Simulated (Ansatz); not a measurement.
GeRh:
```xyz
2
Lattice="3.6109 0.0000 0.0000 -1.8055 3.1272 0.0000 0.0000 0.0000 2.8101" Properties=species:S:1:pos:R:3 pbc="T T T"
Rh     0.0000     0.0000     0.0000
Ge     1.8055     1.0424     1.4051
```

Relaxed with r²SCAN. Special points in fractions of this cell's reciprocal vectors: Γ (0.000, 0.000, 0.000); M (0.500, 0.000, 0.000); K (0.333, 0.333, 0.000); A (0.000, 0.000, 0.500); L (0.500, 0.000, 0.500); H (0.333, 0.333, 0.500).

Task: List the band energies nearest the Fermi level at these points for r²SCAN (plane waves, PAW; program Ansatz).

Result: In eV from the Fermi level; about four levels below and three above (degenerate sets whole), none deeper than 8.9 eV; … stands for higher levels left out; points with the same levels are listed once.

```
k                    below           above
-  -----------------------  --------------
Γ  -4.40 -4.40 -1.59 -1.59  4.38 4.38 5.79
M  -2.60 -2.36 -1.68 -1.48  0.02 7.31 9.04
K  -2.30 -2.16 -1.84 -1.06    9.59 11.88 …
A  -4.12 -4.12 -2.84 -2.84  1.00 5.00 5.00
L  -3.23 -1.81 -1.03 -0.95  2.16 4.43 6.86
H  -5.58 -2.41 -1.33 -1.14  0.79 0.90 3.93
```

Space group P-6m2. A made-up cell: these elements were put on the sites of a structure type; neither database checked (COD, Materials Project) lists it. COD files the formula under space group No. 62, so this cell is another polymorph or a model. Its standing as an ambient phase is unchecked. Symmetry was held in the r²SCAN relaxation; its stability against distortions is not shown here. No spin polarisation was allowed. Scalar-relativistic: spin–orbit coupling is off unless named, which matters more the heavier the elements.

Potentials: the later of the program's two PAW sets.
